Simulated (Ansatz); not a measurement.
## HfB₂: Quadrupolar parameters

The cell is an entry of the Crystallography Open Database (COD) whose atoms were relaxed with PBE, the cell held.

```xyz
3
Lattice="3.1400 0.0000 0.0000 -1.5700 2.7193 0.0000 0.0000 0.0000 3.4800" Properties=species:S:1:pos:R:3 pbc="T T T"
Hf    0.0000    0.0000    0.0000
B     0.0000    1.8129    1.7400
B     1.5700    0.9064    1.7400
```

Atoms are numbered from 1 in the order listed; like atoms form one site, named after its first atom.

All values are calculated (Ansatz; DFT, LDA, plane waves and PAW, scalar-relativistic, 420 eV cutoff, Γ-centred 17×17×13 k-points, Fermi–Dirac smearing 0.05 eV), not measured.

Conventions: |V_zz| ≥ |V_yy| ≥ |V_xx|, η = (V_xx − V_yy)/V_zz, C_Q = eQV_zz/h.

Hf-179: I = 9/2, Q = 3793 mb; B-10: I = 3, Q = 84.59 mb. Quadrupole moments are those of Pyykkö's year-2017 table.

(1) Which values are expected at the nuclei?

Results:

(1) 

```csv
site,atoms (order as listed),first shell,V_zz (10²¹ V/m²),η,C_Q (MHz)
Hf,1,12 B at 2.51 Å,11.05,0.00,1013
B,"2, 3",3 B at 1.81 Å; also 6 Hf at 2.51 Å,0.069,0.00,0.140
```

An axis of threefold or higher order runs through Hf and B, so V_zz lies along it and η is zero.

At this cell the LDA pressure is -10 GPa, so with LDA the cell would shrink if it were relaxed. The run finds no gap above 0.1 eV (a metal, or nearly one), so the gradients can move by 10 % or more with the k-mesh. Without spin–orbit coupling the gradients at and beside Hf can be off by some per cent, at some sites by more.

The run took 2.1 s of wall time (5.5 s of CPU time) and 0.53 GiB at its peak, on 4 threads of Intel Xeon 6975P-C (Granite Rapids) (x86_64; 16 cores open to the job, memory cap 10.0 GiB, no GPU), a shared host with a load of 0.5 a core.
